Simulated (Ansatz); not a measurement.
**Property card for Si₃N₄**

Si₃N₄:
```
CELL_PARAMETERS angstrom
      7.60550     0.00000     0.00000
     -3.80275     6.58656     0.00000
      0.00000     0.00000     2.90564
ATOMIC_POSITIONS crystal
  Si 0.23063 0.82458 0.75000
  Si 0.76937 0.17542 0.25000
  Si 0.40604 0.23063 0.25000
  Si 0.59396 0.76937 0.75000
  Si 0.17542 0.40604 0.75000
  Si 0.82458 0.59396 0.25000
  N  0.33333 0.66667 0.75000
  N  0.66667 0.33333 0.25000
  N  0.96874 0.66969 0.75000
  N  0.03126 0.33031 0.25000
  N  0.29905 0.96874 0.25000
  N  0.70095 0.03126 0.75000
  N  0.33031 0.29905 0.75000
  N  0.66969 0.70095 0.25000
```

Space group P6_3/m (No. 176); conventional cell a = b = 7.6055 Å, c = 2.9056 Å, α = β = 90.00°, γ = 120.00°.

Method: r²SCAN in the plane-wave PAW code Ansatz. The cell and atoms are relaxed at this level. Other levels are named where they apply.

**Cell and energy**

```
Quantity                                                      Result
-----------------------------------------------------  -------------
Volume per atom                                             10.40 Å³
Density                                                   3.20 g/cm³
Formation energy from the elements (no fitted shifts)  -1.27 eV/atom
```

**Electronic structure**

```
Item                                                                       Result
----------------------------------------  ---------------------------------------
Band gap                                                       4.99 eV (indirect)
Valence-band maximum                      on the Γ–A line, 33 % of the way from Γ
Conduction-band minimum                                                      at Γ
Smallest direct gap on the standard path                                  5.20 eV
Electron effective mass                      0.22, 1.4, 1.4 mₑ (principal values)
Hole effective mass                         0.83, 0.83, 1.7 mₑ (principal values)
HSE06 gap on the r²SCAN cell                                              5.77 eV
```

**Mechanics**

```
Item                                                                                         Result
--------------------------------------------  -----------------------------------------------------
Bulk modulus (Birch–Murnaghan fit)                                                          254 GPa
Pressure derivative B′                                                                          3.8
Elastic constants (relaxed ions, GPa)         C11 = 438, C12 = 198, C13 = 114, C33 = 570, C44 = 109
Mechanical stability                                         stable (all eigenvalues of C positive)
Hill bulk and shear moduli                                                          255 and 131 GPa
Young's modulus                                                                             336 GPa
Poisson's ratio                                                                                0.28
Debye temperature from the elastic constants                                                  973 K
```

**Dielectric response**

```
Property                                                                        Result
--------------------------------------------------------  ----------------------------
Electronic dielectric constant ε∞ (DFPT)                     3.98 (xx = yy), 4.06 (zz)
Static dielectric constant ε0 (ions relaxed, cell fixed)     7.71 (xx = yy), 7.72 (zz)
Born charges (a third of the trace)                       Si +3.37, N -2.55 to -2.52 e
```

**Phonons**

```
Quantity                                                                   Value
--------------------------------------------------  ----------------------------
Highest zone-centre frequency (without LO–TO term)                    1069 cm^-1
Zone-centre stability                                     no imaginary mode at Γ
Dynamical stability on the path                     stable (no imaginary branch)
Zero-point energy                                                 116.2 meV/atom
Vibrational entropy at 300 K                              8.7 J/(K·mol of atoms)
```

**Charges**

```
Property                             Result
-------------  ----------------------------
Bader charges  Si +3.21, N -2.41 to -2.40 e
```

Symmetry was held in the r²SCAN relaxation. The references are the lowest solids computed at this level, not always the standard phases (solids in place of the gases).

Potentials: the earlier of the program's two PAW sets. The files were generated under PBE; for other functionals the program regenerates the frozen cores, and for LDA and PBEsol the local potential too.
